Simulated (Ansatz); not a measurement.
Born–Oppenheimer molecular dynamics of a 20-atom Ti7Si6N7 cell at 12.96 Å³/atom, computed with Ansatz: Langevin thermostat at 2880 K, 145 steps of 2.0 fs, friction 0.005 1/fs. The run is short and the cell small, so it isn't an equilibrium average.

```yaml
crystal:
  lattice:
    - [6.50428, 0.419904, -0.055204]
    - [0.419904, 6.235821, -0.024401]
    - [-0.055204, -0.024401, 6.419048]
  atoms:
    - { symbol: Si, position: [0.8228444208, 0.1063704886, 0.0588354991] }
    - { symbol: Si, position: [0.931398683, 0.6682288639, 0.6565150496] }
    - { symbol: Si, position: [0.6968481123, 0.7542447461, 0.005704482] }
    - { symbol: Si, position: [0.1417459105, 0.8616773478, 0.0777431545] }
    - { symbol: Si, position: [0.4312370239, 0.2241474574, 0.1399634784] }
    - { symbol: Si, position: [0.8950268846, 0.0923235161, 0.6854270561] }
    - { symbol: Ti, position: [0.4795439291, 0.462188283, 0.7772117925] }
    - { symbol: Ti, position: [0.6152468089, 0.8844212108, 0.4131985026] }
    - { symbol: Ti, position: [0.7156004237, 0.3564601068, 0.3450490057] }
    - { symbol: Ti, position: [0.1269448042, 0.2976666487, 0.8783058522] }
    - { symbol: Ti, position: [0.3473903735, 0.6221175092, 0.3366227272] }
    - { symbol: Ti, position: [0.3314227604, 0.9011424478, 0.7446169387] }
    - { symbol: Ti, position: [0.1696437908, 0.2514780078, 0.3522835421] }
    - { symbol: "N", position: [0.5440636501, 0.4516350455, 0.1344352921] }
    - { symbol: "N", position: [0.0279650043, 0.5661180145, 0.4057892527] }
    - { symbol: "N", position: [0.3238656152, 0.9152436881, 0.4540804483] }
    - { symbol: "N", position: [0.5968920976, 0.5991646433, 0.5580377007] }
    - { symbol: "N", position: [0.9265765077, 0.369855268, 0.0886558876] }
    - { symbol: "N", position: [0.1910710473, 0.6149926216, 0.8362673125] }
    - { symbol: "N", position: [0.4072623021, 0.151901503, 0.8786948909] }
  symmetry: { detect: false }
basis:
  ecutwfc: 420
  xc_grid: 1
kpoints:
  mp_grid: { grid: [1, 1, 1], shift: [0.25, 0.25, 0.25] }
hamiltonian:
  xc: pbe
scf:
  occupations: { method: fermi_dirac, width: 0.2482 }
  lower_state_search: "off"
  convergence: { dr2_threshold: 1.0e-05 }
output:
  forces: true
  stress: true
md:
  timestep: 2.0
  n_steps: 145
  ensemble: nvt_langevin
  friction: 0.005
  temperature: 2880.0
  initial_velocities: maxwell_boltzmann
  seed: 56323
```

```bash
ansatz run input.yaml --threads 2 --pin off --max-ram 5120MiB --backend cpu --events-out ev --progress --plain --runs-dir out
```

Level of theory: DFT PBE, scalar-relativistic, plane waves, PAW in Ansatz.

6 frames, positions in Å (not wrapped into the cell) and forces in eV/Å:

```xyz
20
Lattice="6.504 0.420 -0.055 0.420 6.236 -0.024 -0.055 -0.024 6.419" Properties=species:S:1:pos:R:3:forces:R:3 pbc="T T T" time_fs=0.0 temperature_K=2736 free_energy_over_first_frame_eV=0.000
Si    5.393    1.007    0.330    1.650   -0.490   -0.560
Si    6.302    4.542    4.146    1.360   -0.100    0.050
Si    4.849    4.996   -0.020   -0.190   -1.080    0.100
Si    1.279    5.431    0.470   -0.800   -0.480   -0.180
Si    2.891    1.575    0.869    0.740   -2.390   -1.600
Si    5.822    0.935    4.348   -1.210   -1.420   -1.870
Ti    3.270    3.065    4.951    1.030   -0.420    1.250
Ti    4.350    5.763    2.597    2.060    2.190   -0.500
Ti    4.785    2.515    2.167    3.980    1.540    2.700
Ti    0.902    1.888    5.624   -1.520    1.810    1.040
Ti    2.502    4.017    2.126   -2.350   -1.130    0.640
Ti    2.493    5.740    4.739   -0.260   -1.270    0.080
Ti    1.190    1.631    2.246   -3.730   -1.080    2.740
N     3.721    3.041    0.822   -1.260    3.470   -3.150
N     0.397    3.532    2.589    0.290   -0.430    1.370
N     2.466    5.832    2.875   -0.560    1.810   -0.970
N     4.103    3.973    3.534    0.330   -0.140   -1.130
N     6.177    2.693    0.509   -0.660   -2.170    2.030
N     1.455    3.895    5.342   -0.400    0.640   -1.080
N     2.664    1.097    5.614    1.510    1.130   -0.960
20
Lattice="6.504 0.420 -0.055 0.420 6.236 -0.024 -0.055 -0.024 6.419" Properties=species:S:1:pos:R:3:forces:R:3 pbc="T T T" time_fs=58.0 temperature_K=1953 free_energy_over_first_frame_eV=2.137
Si    5.554    0.996   -0.457   -0.500   -1.220    0.950
Si    6.440    4.346    4.088    0.010   -0.380    0.920
Si    4.223    4.626    0.781   -0.370    3.010   -2.680
Si    0.916    4.869    0.122   -0.340    0.970    0.880
Si    3.544    0.886    0.785   -1.290   -0.120   -0.080
Si    5.917    0.856    3.731    3.180    2.160    0.940
Ti    3.348    3.256    5.089    2.120   -3.720    3.840
Ti    4.672    5.809    3.062   -3.320   -0.880   -1.810
Ti    4.899    2.961    2.115   -0.090   -2.630    1.430
Ti    1.097    1.932    5.778    1.130    1.130   -1.710
Ti    1.959    4.174    2.456    1.010   -1.420   -0.940
Ti    2.691    6.020    4.749   -3.890   -4.110    0.090
Ti    0.847    1.265    1.965    3.740   -2.070    2.830
N     3.138    3.219    1.125   -0.390   -0.850   -1.280
N     0.304    3.094    2.605    0.430    1.000    1.360
N     2.508    5.834    2.878   -0.020    3.340   -0.930
N     3.825    3.965    3.647    2.280    1.120   -3.590
N     6.311    2.301    0.555   -2.990   -0.030   -1.120
N     1.694    4.058    5.137   -2.700    0.200   -0.270
N     3.425    1.024    5.063    2.020    4.510    1.170
20
Lattice="6.504 0.420 -0.055 0.420 6.236 -0.024 -0.055 -0.024 6.419" Properties=species:S:1:pos:R:3:forces:R:3 pbc="T T T" time_fs=116.0 temperature_K=3159 free_energy_over_first_frame_eV=2.769
Si    4.956    0.570   -0.457    0.040    1.020    0.070
Si    6.101    4.254    3.955   -0.190   -0.070    0.220
Si    3.581    5.172    0.390    2.810   -0.930    3.450
Si    0.214    4.499    0.090    0.600    0.570    0.530
Si    2.920    1.173    1.005    3.440   -0.660   -0.900
Si    6.752    0.820    4.075   -1.520    0.450    0.700
Ti    3.983    3.194    5.293   -0.490   -2.200    0.920
Ti    5.018    6.392    2.897   -0.980   -1.360   -1.420
Ti    4.865    2.943    1.879   -1.090    1.740    0.010
Ti    0.978    2.154    6.176   -1.830   -0.890   -1.970
Ti    2.105    4.301    2.283   -0.910   -2.030    0.040
Ti    2.464    5.391    4.880    0.450    0.420   -0.570
Ti    0.917    1.097    2.042   -1.780   -0.300    0.380
N     2.472    2.831    0.888    1.680    0.820    1.550
N     0.245    2.561    3.037   -0.380    0.660    0.180
N     2.496    5.959    3.084   -0.880    1.550   -0.830
N     4.077    3.795    3.567    0.120    1.140   -0.910
N     5.822    1.808    0.744    0.400   -1.990   -2.530
N     1.604    3.742    5.328   -0.370    1.360   -1.860
N     4.220    1.217    4.342    0.860    0.690    2.920
20
Lattice="6.504 0.420 -0.055 0.420 6.236 -0.024 -0.055 -0.024 6.419" Properties=species:S:1:pos:R:3:forces:R:3 pbc="T T T" time_fs=174.0 temperature_K=2702 free_energy_over_first_frame_eV=3.068
Si    4.635    0.039   -0.552   -0.740    1.710   -0.200
Si    5.694    4.287    4.113   -0.040   -1.200   -0.080
Si    3.863    5.375    1.352   -3.000    0.360   -1.380
Si   -0.323    4.472    0.725    1.340   -0.660   -1.730
Si    2.739    1.175    0.706   -0.660    0.960   -0.070
Si    6.297    1.409    4.455    1.580   -1.830   -1.200
Ti    3.974    2.415    5.219   -1.640    1.140    0.360
Ti    5.597    6.458    2.403    0.270    0.780   -0.210
Ti    4.725    3.248    1.629   -0.760   -2.450    1.950
Ti    0.663    2.463    6.130    1.400    1.270   -0.420
Ti    1.653    4.299    2.077   -0.580   -0.080    1.990
Ti    2.643    4.999    4.835   -2.530   -0.420    1.650
Ti    0.539    1.226    2.192    2.300   -0.270   -1.010
N     2.707    3.136    1.189    0.980   -2.760   -0.560
N     0.009    2.918    2.823   -0.500    0.800    0.370
N     1.223    5.734    3.689   -0.900    1.620   -0.810
N     3.873    4.345    3.734    3.920   -1.750   -1.410
N     5.244    1.552    0.699    0.970    0.630   -0.590
N     2.026    3.176    4.958    0.000    0.300    0.450
N     4.692    0.716    4.159   -1.410    1.840    2.910
20
Lattice="6.504 0.420 -0.055 0.420 6.236 -0.024 -0.055 -0.024 6.419" Properties=species:S:1:pos:R:3:forces:R:3 pbc="T T T" time_fs=232.0 temperature_K=3006 free_energy_over_first_frame_eV=2.602
Si    3.854    0.146   -0.512    6.100   -2.960   -0.580
Si    5.715    3.857    4.178    1.200    0.180   -0.840
Si    3.060    5.498    1.238    0.780   -2.010    0.660
Si   -0.657    4.544    0.418    1.000   -0.680   -0.290
Si    2.158    1.005    0.053   -4.790    1.680    0.050
Si    6.271    1.106    4.597    0.810   -0.280    0.190
Ti    3.866    2.429    5.317   -0.680    1.800   -1.920
Ti    5.452    6.500    2.143   -0.710   -0.250    1.420
Ti    4.531    2.807    1.925   -1.310    1.350    1.270
Ti    1.065    3.018    6.035   -1.770    0.170   -0.930
Ti    1.332    3.982    2.451   -1.560   -0.270    1.020
Ti    2.806    5.194    4.398   -3.130    0.360    0.070
Ti    1.012    1.147    2.177   -1.610   -0.470    0.530
N     2.251    2.434    1.942    3.340    0.610   -1.880
N    -0.152    2.609    2.777   -0.490    0.940    0.400
N     0.940    5.818    3.371   -0.500    0.660    0.750
N     4.161    4.387    3.606    3.580   -1.250   -1.160
N     5.127    2.172    0.314    0.330   -0.610    0.190
N     1.968    3.375    4.485    0.520    1.070    0.970
N     4.663    1.335    3.846   -1.100   -0.050    0.100
20
Lattice="6.504 0.420 -0.055 0.420 6.236 -0.024 -0.055 -0.024 6.419" Properties=species:S:1:pos:R:3:forces:R:3 pbc="T T T" time_fs=290.0 temperature_K=3252 free_energy_over_first_frame_eV=2.438
Si    4.197    0.502   -0.207   -1.020   -5.310   -2.390
Si    5.652    3.654    3.800    3.260    0.750    1.580
Si    2.925    4.943    1.044    0.060    0.490   -0.590
Si   -0.238    4.376    0.551    0.200    0.290   -1.720
Si    1.426    0.181   -0.507   -1.060    0.560   -0.180
Si    5.667    0.550    4.367    0.380    1.600    1.810
Ti    4.041    3.139    5.257    1.680   -2.130    3.910
Ti    5.058    6.240    2.189    0.530    0.840   -1.510
Ti    4.184    2.937    2.003   -2.070   -2.420   -1.090
Ti    1.056    2.852    5.523    0.040   -0.110    1.210
Ti    1.342    3.632    2.785   -1.160    0.950    0.560
Ti    2.804    5.729    3.879    1.790   -1.120   -0.740
Ti    1.385    0.871    1.735   -3.110   -0.530    2.290
N     2.155    2.419    1.765    3.440    0.690   -1.650
N    -0.120    2.181    2.780    0.240   -1.150   -1.730
N     0.326    5.476    3.147    1.830    0.380   -0.500
N     4.568    4.610    2.920   -1.840    1.140    1.110
N     4.431    1.951    0.361    1.410    3.240    2.000
N     2.591    3.718    4.562   -5.430    1.150   -2.610
N     3.834    1.118    3.498    0.810    0.690    0.250
```

Over the second half the temperature averages 2805 K and the pressure (kinetic part included, positive in compression) 15.1 GPa. Mean square displacements at the end: N 2.86 Å², Si 1.70 Å², Ti 1.40 Å² (from the start of this run, the atoms' common shift taken off).

One k point is coarse for so small a cell, so forces and above all the pressure are rough.

Time: 7.9 min on 2 threads of Intel(R) Xeon(R) Processor @ 2.50GHz (Skylake/Cascade Lake), on a shared host, peak memory 0.5 GiB.